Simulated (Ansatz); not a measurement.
**Formation energy of Sr3Pb in the antiAuCu3 structure**

Method: PBEsol, scalar-relativistic; no spin polarisation; PAW, 420 eV, Γ-centred 6×6×6 mesh, 0.05 eV Gaussian smearing; code Ansatz; PAW files: Ansatz's generated set soft_2.

The cell came from substitution into a structure type; whether the compound takes it is for experiment to say.

The structure is cubic, space group Pm-3m (No. 221). Conventional cell: a = 5.325 Å, b = 5.325 Å, c = 5.325 Å, α = 90.00°, β = 90.00°, γ = 90.00°. Sr (site symmetry 4/mmm) has 8 Sr at 3.77 Å and 4 Pb at 3.77 Å as nearest neighbours. Pb (site symmetry m-3m) is surrounded by 12 Sr at 3.77 Å. (Neighbours are counted to 15 % beyond the shortest distance.)

The elements were computed in their standard states with the same datasets, cutoff and functional. Absolute energies hang on the potentials; compare differences alone.

Energy of the relaxed cell (4 atoms, smearing extrapolated to zero): -22232.953 eV. Elements, in eV/atom: Sr -3492.213, Pb -11754.948.

Problem. What is the formation energy?

Solution. [-22232.953 − (3 × -3492.213 + 1 × -11754.948)] / 4 = -0.34 eV/atom, or -33 kJ per mole of atoms.

The value is for 0 K, without zero-point energy. A negative value shows stability against the elements alone, not against other compounds or structures.

No spin–orbit coupling, a notable omission for heavy elements.
